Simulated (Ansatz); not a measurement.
The relaxed structure here is a generated cell of TiS2: the first start was made by a random draw of sites in a space group, and the end was not matched to a known phase here, so it may be hypothetical. Known forms of TiS2 include space group No. 164.

A relaxed structure of TiS2. Space group Pn-3m (No. 224), AFLOW prototype A2B_cP6_224_b_a (C3, as in Cu2O). Calculation: PBEsol (plane waves to 420 eV, PAW, scalar-relativistic; Ansatz, a quantum-chemistry and plane-wave program).

Space group Pn-3m, origin choice 1 (No. 224); a = 5.1867 Å, b = 5.1867 Å, c = 5.1867 Å, α = 90.00°, β = 90.00°, γ = 90.00°

| atom | site | symmetry | x | y | z |
|---|---|---|---|---|---|
| S | 4c | .-3m | 0.7500 | 0.7500 | 0.7500 |
| Ti | 2a | -43m | 0.0000 | 0.0000 | 0.0000 |

Task: Predict the band gap from PBEsol.

Result: 0.49 eV, indirect (valence top at R, conduction bottom at Γ) (no spin-orbit coupling).

Task: What smallest direct gap does PBEsol give?

Result: 0.56 eV at R.

No spin polarisation in the result.

The run could not lose the symmetry of its start: the end is stationary, and may be a saddle point rather than a minimum.

All atoms sit on sites fixed by symmetry, so only the cell could relax.
